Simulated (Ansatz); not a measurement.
Profile along the Be–Pd line in BePd (CsCl type)

BePd (CsCl type)

```
CELL_PARAMETERS angstrom
      2.77263     0.00000     0.00000
      0.00000     2.77263     0.00000
      0.00000     0.00000     2.77263
ATOMIC_POSITIONS crystal
  Be 0.00000 0.00000 0.00000
  Pd 0.50000 0.50000 0.50000
```

Fields along a shortest Be–Pd line of a {110} plane (2.40 Å), from Be to Pd, interpolated on the slice's grid (step about 0.1 Å). These are LDA (plane waves to 420 eV, PAW, scalar-relativistic; Ansatz, a quantum-chemistry and plane-wave program) values and carry that method's errors. k mesh 17×17×17. These are valence fields of a PAW run, semicore shells included where kept as valence: close to a nucleus they are smooth pseudo fields. BePd is run without spin polarisation. BePd was relaxed with its symmetry unable to fall.

```tsv
distance from Be (Å)	valence electron density (e/Å³)	electron localisation function
0.00	0.04	x
0.24	0.10	x
0.48	0.20	x
0.72	0.25	0.36
0.96	0.28	0.41
1.20	0.39	0.29
1.44	0.86	0.34
1.68	3.16	0.51
1.92	8.77	x
2.16	12.95	x
2.40	13.94	x
```

x: too close to a nucleus for the ELF to mean much.

Density on the Be–Pd line (2.40 Å) at its midpoint: 0.39 e/Å³. ELF at that point: 0.29.
